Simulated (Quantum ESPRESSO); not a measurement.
# Si2AlN3O: input and log of a self-consistent run

Computed values, not a measurement. The program is pw.x of Quantum ESPRESSO 7.5 (plane-wave density functional theory). The cell is made up: 7 atoms on a wurtzite lattice with one site empty, with randomly drawn elements, strain and displacements, not relaxed. PseudoDojo standard norm-conserving files (v0.5 for PBE, v0.4.1 for LDA and PBEsol) set the functional; there is no spin polarisation, spin-orbit coupling or dispersion term, and the masses in the input are unused placeholders.

Input:

```
&control calculation='scf', pseudo_dir='./dojo.nc.sr.pbe.v0_5.standard.upf', outdir='./o', disk_io='medium', tprnfor=.true., tstress=.true. /
&system ibrav=0, nat=7, ntyp=4, nbnd=22, ecutwfc=84.00895049, nosym=.true., tot_charge=0,
 occupations='smearing', smearing='fd', degauss=0.0018374661
/
&electrons conv_thr=7.350e-09, electron_maxstep=60, /
ATOMIC_SPECIES
Al 1.0 Al.upf
N 1.0 N.upf
O 1.0 O.upf
Si 1.0 Si.upf
CELL_PARAMETERS angstrom
2.9407 0.0147 -0.0316
0.0254 5.0407 -0.0173
-0.0517 -0.0163 4.7281
ATOMIC_POSITIONS angstrom
Si 1.4555 2.4982 -0.0009
Si 1.4336 0.8408 2.3518
Al -0.0306 3.3611 2.3145
N -0.003 0.0248 1.7699
N 1.4673 2.4966 1.7219
O 1.4374 0.8622 4.1107
N 0.0026 3.3334 4.1016
K_POINTS automatic
6 4 4 1 1 1
```

The log is shortened where brackets say so; the opening notice, blank lines, dates and the lines on written files are dropped, and the path of the files is cut. It prints rydbergs, bohrs and kilobars, and counts compression as positive stress. With no partly filled state, the Fermi energy that it prints is only some level between the filled and the empty states on the mesh, and need not lie in the true gap.

```
     Program PWSCF v.7.5
     Parallel version (MPI & OpenMP), running on       1 processor cores
     Number of MPI processes:                 1
     Threads/MPI process:                     1
     [start-up lines left out]
     bravais-lattice index     =            0
     lattice parameter (alat)  =       5.5575  a.u.
     unit-cell volume          =     472.8875 (a.u.)^3
     number of atoms/cell      =            7
     number of atomic types    =            4
     number of electrons       =        32.00
     number of Kohn-Sham states=           22
     kinetic-energy cutoff     =      84.0090  Ry
     charge density cutoff     =     336.0358  Ry
     scf convergence threshold =      7.3E-09
     mixing beta               =       0.7000
     number of iterations used =            8  plain     mixing
     Exchange-correlation= PBE
                           (   1   4   3   4   0   0   0)
     [axes and pseudopotential details left out]
   Cartesian axes
     site n.     atom                  positions (alat units)
         1        Si     tau(   1) = (   0.4949154   0.8494660  -0.0003060  )
         2        Si     tau(   2) = (   0.4874687   0.2858982   0.7996854  )
         3        Al     tau(   3) = (  -0.0104050   1.1428789   0.7870022  )
         4        N      tau(   4) = (  -0.0010201   0.0084328   0.6018212  )
         5        N      tau(   5) = (   0.4989278   0.8489219   0.5854997  )
         6        O      tau(   6) = (   0.4887609   0.2931749   1.3977663  )
         7        N      tau(   7) = (   0.0008841   1.1334600   1.3946720  )
     number of k points=    48  Fermi-Dirac smearing, width (Ry)=  0.0018
                       cart. coord. in units 2pi/alat
        k(    1) = (   0.0838234   0.0727775   0.0789182), wk =   0.0416667
        k(    2) = (   0.0854920   0.0733028   0.2344398), wk =   0.0416667
     [further k points left out]
     Dense  grid:    49157 G-vectors     FFT dimensions: (  36,  60,  54)
     Estimated max dynamical RAM per process >      57.81 MB
     Initial potential from superposition of free atoms
     starting charge      31.9963, renormalised to      32.0000
     Starting wfcs are   28 randomized atomic wfcs
     total cpu time spent up to now is        6.5 secs
     per-process dynamical memory:    47.4 Mb
     Self-consistent Calculation
     iteration #  1     ecut=    84.01 Ry     beta= 0.70
     Davidson diagonalization with overlap
     ethr =  1.00E-02,  avg # of iterations =  3.3
     total cpu time spent up to now is       23.1 secs
     total energy              =    -116.50788508 Ry
     estimated scf accuracy    <       1.95481322 Ry
     iteration #  2     ecut=    84.01 Ry     beta= 0.70
     Davidson diagonalization with overlap
     ethr =  6.11E-03,  avg # of iterations =  2.1
     total cpu time spent up to now is       36.9 secs
     total energy              =    -117.02727609 Ry
     estimated scf accuracy    <       1.53664948 Ry
     iteration #  3     ecut=    84.01 Ry     beta= 0.70
     Davidson diagonalization with overlap
     ethr =  4.80E-03,  avg # of iterations =  2.0
     total cpu time spent up to now is       47.6 secs
     total energy              =    -117.30533293 Ry
     estimated scf accuracy    <       0.06313767 Ry
     iteration #  4     ecut=    84.01 Ry     beta= 0.70
     Davidson diagonalization with overlap
     ethr =  1.97E-04,  avg # of iterations =  4.7
     total cpu time spent up to now is       61.4 secs
     total energy              =    -117.32503557 Ry
     estimated scf accuracy    <       0.00461262 Ry
     iteration #  5     ecut=    84.01 Ry     beta= 0.70
     Davidson diagonalization with overlap
     ethr =  1.44E-05,  avg # of iterations =  8.6
     total cpu time spent up to now is       76.8 secs
     total energy              =    -117.32569336 Ry
     estimated scf accuracy    <       0.00176922 Ry
     iteration #  6     ecut=    84.01 Ry     beta= 0.70
     Davidson diagonalization with overlap
     ethr =  5.53E-06,  avg # of iterations =  2.8
     total cpu time spent up to now is       86.8 secs
     total energy              =    -117.32593310 Ry
     estimated scf accuracy    <       0.00028462 Ry
     iteration #  7     ecut=    84.01 Ry     beta= 0.70
     Davidson diagonalization with overlap
     ethr =  8.89E-07,  avg # of iterations =  2.9
     total cpu time spent up to now is       96.8 secs
     total energy              =    -117.32595102 Ry
     estimated scf accuracy    <       0.00004410 Ry
     iteration #  8     ecut=    84.01 Ry     beta= 0.70
     Davidson diagonalization with overlap
     ethr =  1.38E-07,  avg # of iterations =  2.0
     total cpu time spent up to now is      109.4 secs
     total energy              =    -117.32596125 Ry
     estimated scf accuracy    <       0.00000101 Ry
     iteration #  9     ecut=    84.01 Ry     beta= 0.70
     Davidson diagonalization with overlap
     ethr =  3.14E-09,  avg # of iterations =  4.3
     total cpu time spent up to now is      121.6 secs
     total energy              =    -117.32596207 Ry
     estimated scf accuracy    <       0.00000130 Ry
     iteration # 10     ecut=    84.01 Ry     beta= 0.70
     Davidson diagonalization with overlap
     ethr =  3.14E-09,  avg # of iterations =  2.0
     total cpu time spent up to now is      129.8 secs
     total energy              =    -117.32596210 Ry
     estimated scf accuracy    <       0.00000019 Ry
     iteration # 11     ecut=    84.01 Ry     beta= 0.70
     Davidson diagonalization with overlap
     ethr =  5.96E-10,  avg # of iterations =  2.0
     total cpu time spent up to now is      139.2 secs
     End of self-consistent calculation
          k = 0.0838 0.0728 0.0789 (  6115 PWs)   bands (ev):
   -10.8652  -9.1264  -6.7137  -6.1905  -0.5021   0.2829   2.3331   3.5738
     3.7574   4.9749   5.4002   5.7742   5.9263   6.8845   7.2296   7.7174
    12.5451  12.9844  13.7468  14.6226  16.3899  17.1997
     [levels at the other k points left out]
     the Fermi energy is    10.4446 ev
!    total energy              =    -117.32596215 Ry
     estimated scf accuracy    <          3.4E-09 Ry
     smearing contrib. (-TS)   =       0.00000000 Ry
     internal energy E=F+TS    =    -117.32596215 Ry
     The total energy is F=E-TS. E is the sum of the following terms:
     one-electron contribution =     -10.09586390 Ry
     hartree contribution      =      25.99417872 Ry
     xc contribution           =     -35.86849672 Ry
     ewald contribution        =     -97.35578024 Ry
     convergence has been achieved in  11 iterations
     Forces acting on atoms (cartesian axes, Ry/au):
     atom    1 type  4   force =     0.03522684    0.00803560   -0.15253768
     atom    2 type  4   force =     0.02558970   -0.09267956    0.04752441
     atom    3 type  1   force =     0.02702016    0.07120822    0.02844056
     atom    4 type  2   force =    -0.02501235    0.09245138    0.06068431
     atom    5 type  2   force =    -0.02407360   -0.06462988   -0.02255998
     atom    6 type  3   force =     0.00131495    0.09678861   -0.06637177
     atom    7 type  2   force =    -0.04006569   -0.11117438    0.10482014
     Total force =     0.315490     Total SCF correction =     0.000077
     Computing stress (Cartesian axis) and pressure
          total   stress  (Ry/bohr**3)                   (kbar)     P=       73.49
   0.00032387  -0.00006427   0.00030099           47.64       -9.45       44.28
  -0.00006427   0.00065200  -0.00003919           -9.45       95.91       -5.77
   0.00030099  -0.00003919   0.00052277           44.28       -5.77       76.90
     init_run     :      6.23s CPU      6.37s WALL (       1 calls)
     electrons    :    128.28s CPU    132.72s WALL (       1 calls)
     forces       :      1.78s CPU      1.81s WALL (       1 calls)
     stress       :      6.83s CPU      6.88s WALL (       1 calls)
     [timing details left out]
     PWSCF        :   2m23.29s CPU   2m28.02s WALL
     JOB DONE.
```

In other units: free energy -1596.301 eV for the cell, pressure 7.35 GPa, largest force component 3.922 eV/Å. A rerun of this cell at 1437 eV and a 8 x 6 x 6 mesh moved values by no more than 0.002 eV in energy, 0.02 GPa in stress and 0.004 eV/Å in force.